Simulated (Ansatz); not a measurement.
In$_{2}$O$_{3}$:
```xyz
5
Lattice="3.4178 0.0000 0.0000 -1.7089 2.9599 0.0000 0.0000 0.0000 6.0542" Properties=species:S:1:pos:R:3 pbc="T T T"
In     1.7089     0.9866     4.6152
In     0.0000     1.9733     1.4391
O      1.7089     0.9866     2.0967
O      0.0000     1.9733     3.9575
O      0.0000     0.0000     0.0000
```

This is the r²SCAN+D4-relaxed structure. Cartesian axes are those of the cell as given.

Task: All from r²SCAN+D4 in the plane-wave PAW code Ansatz, unless another level is named. Estimate the hole effective mass with spin–orbit coupling.

Result: 0.61, 3.1, 4.9 mₑ (principal values).

Task: What about the gap with spin–orbit coupling?

Result: 1.34 eV.

Task: Give the valence-band maximum.

Result: off the standard path, at k = (0.000, 0.250, -0.214).

Task: Give the weight of the valence-edge state by species (Voronoi cells).

Result: O 95 %, In 5 %.

Task: And the weight of the conduction-edge state by species (Voronoi cells)?

Result: O 54 %, In 46 %.

Space group P-3m1 (La2O3 or Ni2Al3 type). The start of the workflow was typed in or built on a structure type; neither database checked (COD, Materials Project) lists it. It is not the phase usual at ambient conditions (space group No. 206). The r²SCAN+D4 relaxation kept the symmetry of its start. At this level the phase is mechanically unstable. The volume moved by -25 % from the start of the relaxation. Scalar-relativistic: spin–orbit coupling is off unless named, which matters more the heavier the elements.

Potentials: the earlier of the program's two PAW sets.
